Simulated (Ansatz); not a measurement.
Here is the system:

Starting cell, BiPt (NiAs type):

```yaml
crystal:
  lattice:
    - [4.37788, 0.00000, 0.00000]
    - [-2.18894, 3.79135, 0.00000]
    - [0.00000, 0.00000, 5.54405]
  atoms:
    - { symbol: Bi, position: [0.33333, 0.66667, 0.25000] }
    - { symbol: Bi, position: [0.66667, 0.33333, 0.75000] }
    - { symbol: Pt, position: [0.00000, 0.00000, 0.50000] }
    - { symbol: Pt, position: [0.00000, 0.00000, 0.00000] }
```

In each cell atom 1 (Bi, nearest neighbour Pt at 2.883 Å; its periodic images, 4.4 Å or more away, move with it) moves by s·(1.000, 0.000, 0.000) (along Cartesian x), the rest being held.

Level of theory: r2SCAN (plane waves to 500 eV, PAW, scalar-relativistic; Ansatz, a program for electronic structure). k mesh 10×10×7 (Γ-centred), Fermi-Dirac smearing 0.05 eV. The energy includes the smearing's −TS. With partly filled bands, energies and forces of such displacements shift with the k mesh and the smearing. BiPt is run without spin polarisation. BiPt was relaxed with its symmetry unable to fall. Spin-orbit coupling is left out, though Bi and Pt are heavy. ΔE is measured from the undisplaced structure.

The scan covers s from -0.580 to 0.580 Å in 11 points.

Is the energy the same for equal positive and negative displacements?

Even: the same for both signs. With its periodic images moving along, the atom's site symmetry in this cell is -6m2.

What is the energy change at s = 0.580 Å?

1179 meV/cell.

What force acts on the atom along the line at s = -0.580 Å?

4.68 eV/Å.

What is the force constant k = d²E/ds² of this move at s = 0?

5.95 eV/Å².

(A displaced cell: forces are minus the slopes of the energy, force constants its curvatures, and phonons follow from these.)
